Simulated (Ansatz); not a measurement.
Relaxed AlN (wurtzite):

```
AlN
1.0
    3.12980     0.00000     0.00000
   -1.56490     2.71049     0.00000
    0.00000     0.00000    10.03466
Al N
4 4
Direct
  0.66667   0.33333   0.00169
  0.66667   0.33333   0.50169
  0.33333   0.66667   0.25169
  0.33333   0.66667   0.75169
  0.66667   0.33333   0.31091
  0.66667   0.33333   0.81091
  0.33333   0.66667   0.06091
  0.33333   0.66667   0.56091
```

A phonon eigenvector at A = (0.0, 0.0, 0.5) is frozen into this cell: atom i moves by Q times the vector below, so Q is the largest atomic displacement, in Å. The cell is held. It is one choice among 4 degenerate patterns. (q is in reciprocal vectors of the primitive cell; the cell shown is doubled to hold the pattern.)

```tsv
atom	x	y	z
Al1	0.000	0.998	0.000
Al2	0.000	-0.998	0.000
Al3	0.000	0.606	0.000
Al4	0.000	-0.606	0.000
N5	0.000	0.473	0.000
N6	0.000	-0.473	0.000
N7	0.000	1.000	0.000
N8	0.000	-1.000	0.000
```

All values below come from PBE (plane waves to 420 eV, PAW, scalar-relativistic; Ansatz, a quantum-chemistry and plane-wave program). k mesh 12×12×4 (Γ-centred), Fermi-Dirac smearing 0.05 eV. The energy includes the smearing's −TS. AlN was relaxed with its symmetry unable to fall. The PAW data are Ansatz's earlier set. The zero of ΔE is the undisplaced structure.

```tsv
Q (Å)	ΔE (meV/cell)
-0.1000	59.0
-0.0833	41.0
-0.0667	withheld
-0.0500	14.8
-0.0333	6.6
-0.0167	1.6
0.0000	0.0
0.0167	1.6
0.0333	6.6
0.0500	14.8
0.0667	withheld
0.0833	41.0
0.1000	59.0
```

### Question
Fit an even polynomial form (powers 2, 4) to the given rows and predict ΔE at Q = 0.0667.

### Answer
Least squares on the 11 given rows: ΔE = (5930)·Q² + (-2960)·Q⁴, in meV/cell with Q in Å; root-mean-square residual 0.03 meV/cell. At 0.0667 the fit gives 26.3 meV/cell; the calculation gives 26.3 meV/cell, the same to the digits shown. The quadratic term alone would give 26.4 meV/cell.

(For displaced atoms, the force is minus the slope of the energy, and its curvature is a force constant, which sets phonon frequencies.)
